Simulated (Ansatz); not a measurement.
Relaxed-ion elastic tensor of Ta2O5 in space group Pmmm (No. 47; Pearson symbol oP7) in GPa (Voigt order), DFT-PBEsol in the program Ansatz with PAW potentials; density 8.06 g/cm³, 13.01 Å³ per atom.

|  | 1 | 2 | 3 | 4 | 5 | 6 |
|---|---|---|---|---|---|---|
| 1 | 677 | 52.2 | 129 | 0.0 | 0.0 | 0.0 |
| 2 | 52.2 | 798 | 28.5 | 0.0 | 0.0 | 0.0 |
| 3 | 129 | 28.5 | 298 | 0.0 | 0.0 | 0.0 |
| 4 | 0.0 | 0.0 | 0.0 | 43.9 | 0.0 | 0.0 |
| 5 | 0.0 | 0.0 | 0.0 | 0.0 | 40.0 | 0.0 |
| 6 | 0.0 | 0.0 | 0.0 | 0.0 | 0.0 | 77.9 |

Task: Is the crystal mechanically stable?

Result: Yes: the smallest eigenvalue of C is 40.0 GPa.

Task: Work out the Voigt, Reuss and Hill averages.

Result: K_V = 244, K_R = 208, K_H = 226; G_V = 137, G_R = 70.9, G_H = 104 GPa.

Task: Give Young's modulus, Poisson's ratio, Pugh's ratio and the universal anisotropy index.

Result: E = 9KG/(3K + G) = 270 GPa; ν = 0.30; K/G = 2.18 (ductile by the Pugh limit of 1.75); A_U = 5G_V/G_R + K_V/K_R − 6 = 4.81.

Task: Estimate the sound speeds and the Debye temperature.

Result: v_l = √((K + 4G/3)/ρ) = 6720 m/s, v_t = √(G/ρ) = 3590 m/s, mean 4010 m/s; Θ = (h/k)(3n/4πV)^(1/3) v_m = 507 K.

Task: How much does each axis shrink under pressure?

Result: Linear compressibilities β_i = Σ_j S_ij (j = 1 to 3): x 0.84, y 1.1, z 2.9 per TPa.

The workflow started from a Materials Project entry (that database holds measured and hypothetical structures alike); the Crystallography Open Database copy checked does not list it. COD files the formula under space group No. 49. Its standing as an ambient phase is unchecked. The cell was relaxed with PBEsol under the symmetry of its start. At this level the phase is dynamically unstable (imaginary phonons). No spin polarisation was allowed. Scalar-relativistic: spin–orbit coupling is off unless named, which matters more the heavier the elements.

Potentials: the earlier of the program's two PAW sets. The files were generated under PBE; for other functionals the program regenerates the frozen cores, and for LDA and PBEsol the local potential too.
